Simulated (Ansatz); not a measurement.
Single point in Ansatz 0.2.0 with PBE, no spin polarisation. Cutoff 420 eV, PAW datasets, 12×12×4 Γ-centred k mesh, fermi-dirac filling (width 0.1 eV).

Computed maps in the lattice plane spanned by a (left to right, 3.36 Å, 10 points from zero) and b (bottom to top, 3.36 Å, 10 points from zero), 60° apart, at height 0.500 along c. The fields are smooth PAW ones with compensation charges, not the true ones near nuclei.

Valence density. Digits on a logarithmic scale: 0 up to 0.03 e/Å³, each further digit a factor of 1.6, 9 from 1.3 e/Å³ up:
```
7776555567
7876433346
7887532235
7898753235
6999965335
7999997545
7899998766
7899999877
7888998887
5777767777
```

Task: The cell is BSe. Which atoms lie within 0.2 Å of this plane, and where (fractions of a and b)?

Result: B at (0.00, 0.00), Se at (0.33, 0.33). The whole cell:
```
B Se
1.0
     1.67809    2.90654    0.00000
    -1.67810    2.90654    0.00000
     0.00000    0.00000    8.71817
B Se
2 2
Direct
  0.00000 0.00000 0.50000
  0.33330 0.33340 0.00000
  0.00000 0.00000 0.00000
  0.33330 0.33340 0.50000
```

Origin: a known structure type with other elements, at an estimated volume, so it need not be a known compound. Caveats: many states at the Fermi level without spin polarisation, so a magnetic state may lie lower.
